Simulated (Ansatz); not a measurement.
Level of theory: DFT PBE, scalar-relativistic, plane waves, PAW in Ansatz 0.2.0. Cutoff 420 eV, Γ-centred meshes of about 0.25 Å⁻¹ or finer for metals and 0.3 Å⁻¹ for insulators (2π included), Gaussian smearing. No spin polarisation.

All energies are static (0 K, no zero-point motion).

Two forms of CdSe4 were relaxed alike.

A.

```
CELL_PARAMETERS angstrom
-2.52501 2.52501 5.45508
2.52501 -2.52501 5.45508
2.52501 2.52501 -5.45508
ATOMIC_POSITIONS crystal
Cd 0.50000 0.50000 0.00000
Se 0.35403 0.85403 0.50000
Se 0.85403 0.35403 0.50000
Se 0.64597 0.14597 0.50000
Se 0.14597 0.64597 0.50000
```

B.

```
CELL_PARAMETERS angstrom
-2.78714 2.78714 4.39926
2.78714 -2.78714 4.39926
2.78714 2.78714 -4.39926
ATOMIC_POSITIONS crystal
Cd 0.50000 0.50000 0.00000
Se 0.00000 0.00000 0.50000
Se 0.50000 0.50000 0.50000
Se 0.00000 0.50000 0.00000
Se 0.50000 0.00000 0.00000
```

Question: Which form is favoured at zero pressure, and by what margin per atom?

Answer: A is lower, by 16 meV/atom. A has space group I4/mmm (No. 139), 27.8 Å³/atom and no gap on its mesh; B has space group I4/mmm (No. 139), 27.3 Å³/atom and no gap. A holds Se–Se pairs (shortest 2.27 Å); in B the shortest Se–Se distance is 2.79 Å, near bonding range too. Even the lower one lies +0.04 eV/atom against the reference forms of the elements (uncorrected), so neither is stable at this level. In A, around Cd lie 8 Se at 2.99 Å; around Se lie 1 Se at 2.27 Å and 2 Cd at 2.99 Å. In B, Cd has 8 Se at 2.95 Å; Se has 4 Se at 2.79 Å and 2 Cd at 2.95 Å. Both come from trial cells of a structure search, whose lowest cell (P1, 31.0 Å³/atom) lies 113 meV/atom below the lower of the two.

The k mesh leaves some 4 meV/atom of noise in the energy of each metallic cell. Cells relaxed within their symmetry can be saddle points. Some structure types and database cells were kept out of the candidates from the start, so a known form may be missing.
